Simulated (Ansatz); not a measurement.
# TiN: all-electron results

```
Ti N
1.0
     0.00000    2.12200    2.12200
     2.12200    0.00000    2.12200
     2.12200    2.12200    0.00000
Ti N
1 1
Cartesian
  0.0000 0.0000 0.0000
  2.1220 2.1220 2.1220
```

Atom numbers follow the list: Ti1, N2.

The cell comes from COD entry 1011099, which wasn't checked; take it as a given geometry. It is an old determination, and later ones may differ.

Spin polarisation is left out, and whether a magnetic state lies lower isn't shown here.

Methods: DFT, PBEsol, all-electron LAPW, scalar-relativistic (Ansatz 0.2.0); DFT, PBEsol, PAW with Ansatz's default frozen-core files, scalar-relativistic (Ansatz 0.2.0).

For LAPW: a Γ-centred 13×13×13 k mesh, Fermi–Dirac smearing of 0.05 eV, basis error target 0.5 meV/atom, no spin polarisation. PAW takes a cutoff of 420 eV at this cell (files made with PBE, cores remade for this functional). The Ansatz runs share mesh, smearing and spin set-up. Values come from LAPW unless marked.

- Löwdin charges (with 0.06 e of the cell spilling out of the atomic basis, so their sizes and signs hang on that basis): Ti1 0.87, N2 -0.80 e
- Volume per atom: 9.56 Å³

(1) Give the computed value. Density of states at the Fermi level (0.2 eV bin).

(2) Predict this quantity. Pressure at this cell.

(3) Give the computed value. Band gap.

(4) Bader charges (from the PAW run): what does the calculation give?

Results:

(1) 0.86 states/eV per cell.

(2) -8.07 GPa.

(3) none: with an odd electron count and no spin polarisation the bands can't all be full, a metal in this set-up (spin order or a larger cell could open a gap).

(4) Ti1 +1.73, N2 -1.73 e.
